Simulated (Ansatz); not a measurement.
# Structure relaxation, Li

The start is a generated cell, Li placed in the simple-cubic structure type. Cell shape, volume and atoms are optimised at zero target pressure with r2SCAN (plane waves to 500 eV, PAW, scalar-relativistic; Ansatz, a program for electronic structure). The first steps use a coarse 11×11×11 k-mesh.

Initial structure:
```
CELL_PARAMETERS angstrom
      2.87666     0.00000     0.00000
      0.00000     2.87666     0.00000
      0.00000     0.00000     2.87666
ATOMIC_POSITIONS crystal
  Li 0.00000 0.00000 0.00000
```

```yaml
volume_change: -11.5 %, from 23.80 to 21.07 Å³/atom
Shortest distances (start → end): "The closest pairs of elements (up to four, under 3.6 Å), start → end: Li–Li 2.88 → 2.76 Å"
band_gap_at_the_end: zero (metallic)
optimiser_moves: 4
```

Final values are on a 17×17×17 k-mesh of the relaxed cell. No spin polarisation in the result.

The run could not lose the symmetry of its start: the end is stationary, and may be a saddle point rather than a minimum.

The relaxed structure here is a generated cell of Li: the first start was made by placing the elements on the sites of a structure type, and the end was not matched to a known phase here, so it may be hypothetical. Known forms of Li include space group No. 229.
